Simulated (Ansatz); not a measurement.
## LaAl3As2H6O14: checking a database structure before trusting its electric field gradients

The cell is a COD entry.

Space group R-3m:H (No. 166); a = 7.0316, c = 16.5151 Å, γ = 120.00°.

```
site  Wyckoff  site symmetry       x       y       z
  La       3a            -3m  0.0000  0.0000  0.0000
  Al       9d           .2/m  0.8333  0.6667  0.1667
   H      18h             .m  0.8607  0.1393  0.4553
  As       6c             3m  0.0000  0.0000  0.3149
 O13       6c             3m  0.0000  0.0000  0.5854
 O15      18h             .m  0.8715  0.1285  0.2787
 O21      18h             .m  0.7894  0.2106  0.4703
```

One atom of each set is listed; the run and its k-mesh use a cell of 26 atoms with edges of 6.84, 6.84, 6.84 Å.

Method: Kohn–Sham DFT in Ansatz, PBE, plane waves and PAW, scalar-relativistic, 420 eV cutoff, Γ-centred 4×4×4 k-points, Fermi–Dirac smearing 0.02 eV.

Q: Do the atoms and the cell lie near the calculated equilibrium?

A: No. The largest force is 5.1 eV/Å, on atom 5 (H: 1 O at 0.90 Å; also 1 O at 1.83 Å), and the pressure is 14.9 GPa. Bonds to hydrogen as short as 0.90 Å are the usual result of locating hydrogen with X-rays, and they can account for much of this: hydrogen has to be relaxed before the gradients can be taken for those of the compound.
